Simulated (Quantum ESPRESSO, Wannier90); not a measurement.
# Tight-binding from DFT: CaSe (rock salt)

```xyz
2
Lattice="0.0000 2.9702 2.9702 2.9702 0.0000 2.9702 2.9702 2.9702 0.0000" Properties=species:S:1:pos:R:3 pbc="T T T"
Ca     0.0000     0.0000     0.0000
Se     2.9702     2.9702     2.9702
```

Cell from Materials Project (mp-1415), symmetrised, no further relaxation. COD (Crystallography Open Database) has an entry of this formula and space group (matched by these alone). Computed values, not measurements, from PBEsol: Quantum ESPRESSO (norm-conserving PseudoDojo potentials, cutoff 69 Ry, no spin polarisation, no spin-orbit coupling) on a Γ-centred 10×10×10 mesh, then Wannier90. Density: 10×10×10 mesh, cold smearing 0.01 Ry. Spin-orbit coupling, left out, would split the p-like bands by a few tenths of an eV.

A tight-binding model is made by disentanglement and projection with no localisation steps (num_iter = 0), so the 10 orbitals stay atom-like: hydrogen-like Ca: s;d; Se: s;p, axes along x, y, z; frozen window up to 3.47 eV relative to the valence-band maximum. It follows pw.x to 2.6 meV rms for states up to 3.0 eV relative to the valence-band maximum. Matrix elements depend on this choice of orbitals and windows.

The 45 largest hoppings ⟨m,0|H|n,R⟩ between different sites (one of each Hermitian pair; signs follow the real orbitals' lobes; the list may end inside a set of equal values):

| m | n | R | distance of the centres (Å) | t (eV) |
|---|---|---|---|---|
| Se2 px | Ca1 s | 1 0 0 | 2.97 | 1.490 |
| Se2 px | Ca1 s | 0 1 1 | 2.97 | -1.490 |
| Se2 py | Ca1 s | 1 0 1 | 2.97 | -1.490 |
| Se2 pz | Ca1 s | 1 1 0 | 2.97 | -1.490 |
| Se2 pz | Ca1 s | 0 0 1 | 2.97 | 1.490 |
| Se2 py | Ca1 s | 0 1 0 | 2.97 | 1.490 |
| Se2 pz | Ca1 dz2 | 0 0 1 | 2.97 | 1.349 |
| Se2 pz | Ca1 dz2 | 1 1 0 | 2.97 | -1.349 |
| Se2 px | Ca1 dx2-y2 | 1 0 0 | 2.97 | 1.168 |
| Se2 py | Ca1 dx2-y2 | 1 0 1 | 2.97 | 1.168 |
| Se2 px | Ca1 dx2-y2 | 0 1 1 | 2.97 | -1.168 |
| Se2 py | Ca1 dx2-y2 | 0 1 0 | 2.97 | -1.168 |
| Se2 s | Ca1 dz2 | 0 0 1 | 2.97 | -1.002 |
| Se2 s | Ca1 dz2 | 1 1 0 | 2.97 | -1.002 |
| Se2 s | Ca1 dx2-y2 | 1 0 0 | 2.97 | -0.868 |
| Se2 s | Ca1 dx2-y2 | 1 0 1 | 2.97 | 0.868 |
| Se2 s | Ca1 dx2-y2 | 0 1 1 | 2.97 | -0.868 |
| Se2 s | Ca1 dx2-y2 | 0 1 0 | 2.97 | 0.868 |
| Se2 s | Ca1 s | 1 0 1 | 2.97 | -0.707 |
| Se2 s | Ca1 s | 0 0 1 | 2.97 | -0.707 |
| Se2 s | Ca1 s | 0 1 0 | 2.97 | -0.707 |
| Se2 s | Ca1 s | 1 0 0 | 2.97 | -0.707 |
| Se2 s | Ca1 s | 1 1 0 | 2.97 | -0.707 |
| Se2 s | Ca1 s | 0 1 1 | 2.97 | -0.707 |
| Se2 px | Ca1 dz2 | 0 1 1 | 2.97 | 0.675 |
| Se2 py | Ca1 dz2 | 0 1 0 | 2.97 | -0.675 |
| Se2 px | Ca1 dz2 | 1 0 0 | 2.97 | -0.674 |
| Se2 py | Ca1 dz2 | 1 0 1 | 2.97 | 0.674 |
| Se2 px | Ca1 dxy | 0 1 0 | 2.97 | -0.639 |
| Se2 py | Ca1 dxy | 0 1 1 | 2.97 | 0.639 |
| Se2 pz | Ca1 dxz | 1 0 0 | 2.97 | -0.639 |
| Se2 pz | Ca1 dyz | 1 0 1 | 2.97 | 0.639 |
| Se2 px | Ca1 dxz | 0 0 1 | 2.97 | -0.639 |
| Se2 py | Ca1 dyz | 1 1 0 | 2.97 | 0.639 |
| Se2 py | Ca1 dyz | 0 0 1 | 2.97 | -0.639 |
| Se2 px | Ca1 dxz | 1 1 0 | 2.97 | 0.639 |
| Se2 px | Ca1 dxy | 1 0 1 | 2.97 | 0.639 |
| Se2 pz | Ca1 dyz | 0 1 0 | 2.97 | -0.639 |
| Se2 pz | Ca1 dxz | 0 1 1 | 2.97 | 0.639 |
| Se2 py | Ca1 dxy | 1 0 0 | 2.97 | -0.639 |
| Se2 s | Ca1 dz2 | 0 1 1 | 2.97 | 0.501 |
| Se2 s | Ca1 dz2 | 0 1 0 | 2.97 | 0.501 |
| Se2 s | Ca1 dz2 | 1 0 0 | 2.97 | 0.501 |
| Se2 s | Ca1 dz2 | 1 0 1 | 2.97 | 0.501 |
| Ca1 dxy | Ca1 dxy | 0 0 1 | 4.20 | -0.425 |
